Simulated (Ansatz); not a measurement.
SbPt, DFT, LDA, all-electron PAW with datasets made for the crystal, scalar-relativistic (Ansatz 0.2.0), run on 1 thread of Arm Neoverse V1 on a shared host.

The cell is COD entry 1010041, as deposited and not checked against the literature; nothing was relaxed. The listed cell was then made from it by scaling, straining or moving an atom.

Command: `ansatz run input.yaml --threads 1 --pin off --max-ram 4096MiB --backend cpu --events-out ev --progress --plain --runs-dir out`

```yaml
crystal:
  lattice:
    - [4.1299978706, 0.0, 0.0]
    - [-2.0649989353, 3.5766830735, 0.0]
    - [0.0, 0.0, 5.58144]
  atoms:
    - { symbol: Sb, position: [0.3333333333, 0.6666666667, 0.25] }
    - { symbol: Sb, position: [0.6666666667, 0.3333333333, 0.75] }
    - { symbol: Pt, position: [0.0, 0.0, 0.0] }
    - { symbol: Pt, position: [0.0, 0.0, 0.5] }
kpoints:
  mp_grid: { grid: [11, 11, 8] }
scf:
  occupations: { method: fermi_dirac, width: 0.08 }
hamiltonian:
  xc: lda
  pseudopotentials: { kind: all_electron, datasets: crystal }
output:
  forces: true
  stress: true
  eigenvalues: true
  efg: { contact_densities: true }
```

Task: How large is the problem that the program sets up?

Result: 80 irreducible k-points, 783 plane waves at Γ, 21 bands.

Task: About how long does it take, and how much memory does it use?

Result: 35 s of wall time for 10 SCF iterations, with a peak of 0.82 GiB. Times on shared machines scatter by tens of per cent.

Task: And the same cell and mesh by PAW (frozen-core files), asked for forces, stress, eigenvalues, efg, on the same hardware?

Result: 16 s, peak memory 0.52 GiB.
